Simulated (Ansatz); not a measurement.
ZrAg (rock salt, Fm-3m) at seven volumes, plane-wave PAW PBEsol (Ansatz code), scaled uniformly. One row is withheld.

```csv
V (Å³/atom),P (GPa)
19.810,11.96
20.463,7.30
21.116,?
21.769,0.00
22.422,-2.84
23.075,-5.25
23.728,-7.29
```

Task: Fit the shown pressures and predict the withheld one.

Result: Third-order Birch–Murnaghan: P = (3/2)B₀(x^(7/2) − x^(5/2))[1 + (3/4)(B′ − 4)(x − 1)] with x = (V₀/V)^(2/3). Least squares on the six rows gives V₀ = 21.769 Å³/atom, B₀ = 102.6 GPa, B′ = 4.48. At V = 21.116, x = 1.0205 and P = 3.35 GPa. The run itself gave 3.35 GPa.

The start of the workflow was typed in or built on a structure type; neither database checked (COD, Materials Project) lists it. COD files the formula under space group No. 129. Its standing as an ambient phase is unchecked. The cell was relaxed with PBEsol under the symmetry of its start. At this level the phase is mechanically unstable. The run is not spin-polarised. Its formation energy is positive at this level, so the cell may be metastable or incomplete.

Potentials: the earlier of the program's two PAW sets. The files were generated under PBE; for other functionals the program regenerates the frozen cores, and for LDA and PBEsol the local potential too.
